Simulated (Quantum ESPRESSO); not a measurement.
## Calculated data, MgAl₃N₃O (made-up cell)

All values are calculated (Quantum ESPRESSO 7.5). Calculation on a made-up crystal cell, not a measurement: periodic Kohn-Sham density functional theory in plane waves with PseudoDojo standard norm-conserving scalar-relativistic pseudopotentials, each functional with its own files (v0.5 for PBE, v0.4.1 for LDA and PBEsol), no spin polarisation, no spin-orbit coupling, atoms not relaxed, stress positive in tension, energies less a fixed whole-eV offset for each atom's element; levels are Kohn-Sham levels at fractions of this cell's reciprocal vectors, counted from the reference band (half the neutral cell's valence electrons, rounded up) at Gamma; error bars cover cutoff and k-mesh only, not smearing or the files; added strain carries the atoms with the cell, and shear is the tensor component; each bar is the largest change over components, and at least 0.002 eV, 0.002 eV per angstrom or 0.02 GPa; energies are for the whole cell, and the offsets were chosen from early runs and are not element reference energies.

```cif
# cell vector a (Å): 4.1245 0.0181 -0.0100
# cell vector b (Å): 0.0181 4.0655 -0.0344
# cell vector c (Å): -0.0100 -0.0344 4.1707
data_MgAl3N3O
_symmetry_space_group_name_H-M 'P 1'
_symmetry_Int_Tables_number 1
_cell_length_a 4.1246
_cell_length_b 4.0657
_cell_length_c 4.1709
_cell_angle_alpha 90.958
_cell_angle_beta 90.278
_cell_angle_gamma 89.492
_cell_volume 69.93
loop_
_atom_site_label
_atom_site_type_symbol
_atom_site_fract_x
_atom_site_fract_y
_atom_site_fract_z
_atom_site_occupancy
Al1 Al 0.99828 0.00415 0.97761 1
Al2 Al 0.99501 0.51889 0.48100 1
Mg1 Mg 0.48379 0.97120 0.48751 1
Al3 Al 0.50682 0.50132 0.00528 1
N1 N 0.52204 0.98139 0.00287 1
N2 N 0.48775 0.50484 0.54769 1
O1 O 0.98635 0.00321 0.51427 1
N3 N 0.01671 0.51258 0.02026 1
_calc_lattice_type 'rocksalt'
_calc_functional 'pbe'
_calc_cutoff 1143  # eV
_calc_fermi_dirac_smearing 0.025  # eV
_calc_scf_tolerance 1e-07  # eV
_calc_electrons_removed 0
_calc_k_mesh '4 x 4 x 4, shifted by half a step'
_calc_free_energy_less_offsets -0.9044  # eV
_calc_smearing_term_minus_ts 0  # eV
_calc_scf_iterations 11
_calc_pressure 4.186  # GPa
_calc_stress_xx 6.367  # GPa
_calc_stress_yy -9.611  # GPa
_calc_stress_zz -9.315  # GPa
_calc_stress_yz -4.207  # GPa
_calc_stress_xz -0.5326  # GPa
_calc_stress_xy 2.098  # GPa
_calc_reference_band 20
_calc_error_bar_energy 0.0032  # eV
_calc_error_bar_stress 0.02  # GPa
_calc_error_bar_force 0.009898  # eV/angstrom
_calc_error_bar_next_band_up 0.002  # eV
_calc_error_bars_from 'tighter rerun of a related cell'
```

Atoms:
```
atoms element  atom site  atom energy offset (eV)
           Al          1                      -64
           Al          2                      -64
           Mg          3                    -1617
           Al          4                      -64
            N          5                     -283
            N          6                     -283
            O          7                     -452
            N          8                     -283
```

Forces:
```
site  x (eV/Å)  y (eV/Å)  z (eV/Å)
   1    0.1554     0.215    0.3265
   2   0.03306   -0.8659     1.232
   3     0.524     2.549     0.869
   4    -0.125    -0.635  -0.02898
   5    -0.897     1.409    0.3628
   6    0.4281    -1.883    -2.289
   7    0.5456    0.0244    -0.166
   8   -0.6641   -0.8127   -0.3057
```

Levels:
```
level k point  next band up (eV)
        Gamma              2.527
(1/2,1/2,1/2)              3.728
   (0.15,0,0)              3.029
   (0,0.15,0)              3.046
   (0,0,0.15)              2.988
```
